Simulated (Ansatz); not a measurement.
ZrGeTe:
```xyz
6
Lattice="3.8452 0.0000 0.0000 0.0000 3.8452 0.0000 0.0000 0.0000 8.5472" Properties=species:S:1:pos:R:3 pbc="T T T"
Ge     0.0000     0.0000     0.0000
Ge     1.9226     1.9226     0.0000
Te     0.0000     1.9226     5.3004
Te     1.9226     0.0000     3.2468
Zr     0.0000     1.9226     2.1214
Zr     1.9226     0.0000     6.4258
```

Relaxed with PBEsol. Special points in fractions of this cell's reciprocal vectors: Γ (0.000, 0.000, 0.000); X (0.000, 0.500, 0.000); M (0.500, 0.500, 0.000); Z (0.000, 0.000, 0.500); R (0.000, 0.500, 0.500); A (0.500, 0.500, 0.500).

**Question.** List the band energies nearest the Fermi level at these points for the program Ansatz at the PBEsol level (PAW).

**Answer.** In eV from the Fermi level; about four levels below and three above (degenerate sets whole), none deeper than 8.9 eV; points with the same levels are listed once.

```tsv
k	below	above
Γ	-1.00 -1.00 -0.24 -0.19	0.01 1.09 1.19
X	-1.71 -1.71 -0.68 -0.68	0.57 0.57 1.87 1.87
M	-3.32 -3.32 -2.00 -2.00	2.45 2.45 2.57 2.57
Z	-2.16 -1.94 -0.83 -0.83	0.14 0.30 1.13 1.14
R	-1.27 -1.27 -0.38 -0.38	0.91 0.91 1.69 1.69
A	-2.93 -2.93 -2.00 -2.00	1.41 1.41 2.45 2.45
```

Space group P4/nmm. The workflow started from an entry of the Crystallography Open Database (COD). Whether it is the stable phase at ambient conditions was not checked. The cell was relaxed with PBEsol under the symmetry of its start; its stability against distortions is not shown here. The run is not spin-polarised. Spin–orbit coupling is left out wherever it is not named.

Potentials: the later of the program's two PAW sets.
